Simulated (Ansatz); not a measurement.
HfB$_{2}$ in space group P6/mmm (No. 191; Hf on 1a, B on 2d), a = 3.145 Å, b = 3.145 Å, c = 3.487 Å, α = 90.00°, β = 90.00°, γ = 120.00°.

Relaxed with PBE.

Problem. Which orbitals make up the states near the Fermi level in PBE (plane waves, PAW; program Ansatz)?

Solution. Within 0.5 eV of the Fermi level: Hf 5d 70 %, B 2p 27 %. Projections are on Löwdin-orthogonalised atomic valence shells; empty p or d shells of many metals are not among them.

Problem. Tabulate the density of states.

Solution. States/eV per cell of 3 atoms, in 0.25 eV bins, energy from the Fermi level.

| E (eV) | total | Hf 5d | B 2p | B 2s |
|---|---|---|---|---|
| -7.85 | 0.67 | 0.12 | 0.35 | 0.16 |
| -7.60 | 0.67 | 0.12 | 0.36 | 0.15 |
| -7.35 | 0.62 | 0.12 | 0.34 | 0.12 |
| -7.10 | 0.61 | 0.12 | 0.34 | 0.11 |
| -6.85 | 0.63 | 0.12 | 0.36 | 0.10 |
| -6.60 | 0.69 | 0.14 | 0.41 | 0.09 |
| -6.35 | 0.81 | 0.16 | 0.49 | 0.09 |
| -6.10 | 0.69 | 0.14 | 0.43 | 0.07 |
| -5.85 | 0.68 | 0.13 | 0.45 | 0.06 |
| -5.60 | 1.05 | 0.19 | 0.73 | 0.06 |
| -5.35 | 1.15 | 0.22 | 0.80 | 0.07 |
| -5.10 | 1.12 | 0.25 | 0.76 | 0.06 |
| -4.85 | 1.08 | 0.25 | 0.72 | 0.06 |
| -4.60 | 1.22 | 0.30 | 0.81 | 0.05 |
| -4.35 | 1.31 | 0.33 | 0.88 | 0.04 |
| -4.10 | 1.66 | 0.47 | 1.08 | 0.03 |
| -3.85 | 2.57 | 0.77 | 1.65 | 0.04 |
| -3.60 | 1.91 | 0.57 | 1.24 | 0.03 |
| -3.35 | 1.21 | 0.36 | 0.79 | 0.02 |
| -3.10 | 1.62 | 0.55 | 1.00 | 0.01 |
| -2.85 | 1.63 | 0.64 | 0.92 | 0.01 |
| -2.60 | 1.07 | 0.58 | 0.45 | 0.01 |
| -2.35 | 0.97 | 0.59 | 0.35 | 0.01 |
| -2.10 | 0.90 | 0.58 | 0.29 | 0.00 |
| -1.85 | 0.78 | 0.51 | 0.24 | 0.00 |
| -1.60 | 0.67 | 0.45 | 0.20 | 0.00 |
| -1.35 | 0.55 | 0.39 | 0.15 | 0.00 |
| -1.10 | 0.44 | 0.32 | 0.11 | 0.00 |
| -0.85 | 0.33 | 0.24 | 0.08 | 0.00 |
| -0.60 | 0.20 | 0.15 | 0.05 | 0.00 |
| -0.35 | 0.14 | 0.10 | 0.03 | 0.00 |
| -0.10 | 0.20 | 0.15 | 0.05 | 0.00 |
| 0.15 | 0.33 | 0.23 | 0.09 | 0.00 |
| 0.40 | 0.42 | 0.29 | 0.12 | 0.00 |
| 0.65 | 0.52 | 0.35 | 0.15 | 0.00 |
| 0.90 | 0.63 | 0.42 | 0.18 | 0.00 |
| 1.15 | 0.77 | 0.50 | 0.23 | 0.01 |
| 1.40 | 1.16 | 0.66 | 0.38 | 0.06 |
| 1.65 | 1.19 | 0.69 | 0.37 | 0.07 |
| 1.90 | 1.07 | 0.65 | 0.30 | 0.06 |
| 2.15 | 1.01 | 0.66 | 0.26 | 0.05 |
| 2.40 | 1.00 | 0.66 | 0.24 | 0.05 |
| 2.65 | 1.05 | 0.71 | 0.23 | 0.05 |
| 2.90 | 1.24 | 0.87 | 0.25 | 0.06 |
| 3.15 | 1.26 | 0.86 | 0.26 | 0.07 |
| 3.40 | 1.24 | 0.83 | 0.26 | 0.07 |
| 3.65 | 1.36 | 0.90 | 0.29 | 0.09 |
| 3.90 | 1.50 | 0.98 | 0.31 | 0.10 |
| 4.15 | 1.65 | 1.08 | 0.33 | 0.11 |
| 4.40 | 1.73 | 1.11 | 0.33 | 0.14 |
| 4.65 | 1.74 | 1.10 | 0.33 | 0.17 |

The PBE relaxation kept the symmetry of its start; of distortions, only those at the zone centre were tested. The run is not spin-polarised. Spin–orbit coupling is left out wherever it is not named.

Potentials: the later of the program's two PAW sets.
